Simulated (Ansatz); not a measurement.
ScNi₃N:
```yaml
crystal:
  lattice:
    - [3.83920, 0.00000, 0.00000]
    - [0.00000, 3.83920, 0.00000]
    - [0.00000, 0.00000, 3.83920]
  atoms:
    - { symbol: Sc, position: [0.00000, 0.00000, 0.00000] }
    - { symbol: Ni, position: [0.00000, 0.50000, 0.50000] }
    - { symbol: Ni, position: [0.50000, 0.00000, 0.50000] }
    - { symbol: Ni, position: [0.50000, 0.50000, 0.00000] }
    - { symbol: N, position: [0.50000, 0.50000, 0.50000] }
```

This is the r²SCAN-relaxed structure.

Q: All from plane-wave PAW r²SCAN (Ansatz code), unless another level is named. Estimate the electronic character.

A: metallic (no gap).

Q: And the density of states at the Fermi level?

A: 0.42 states/eV per atom (mean over ±0.08 eV).

Q: What about the formation energy from the elements (no fitted shifts)?

A: -325 meV/atom.

Space group Pm-3m (anti-perovskite). The start of the workflow was typed in or built on a structure type; neither database checked (COD, Materials Project) lists it. Whether it is the stable phase at ambient conditions was not checked. Symmetry was held in the r²SCAN relaxation; its stability against distortions is not shown here. The workflow began spin-polarised and lost its moments. The references are the lowest solids computed at this level, not always the standard phases (solids in place of the gases).

Potentials: the earlier of the program's two PAW sets. The files were generated under PBE; for other functionals the program regenerates the frozen cores, and for LDA and PBEsol the local potential too.
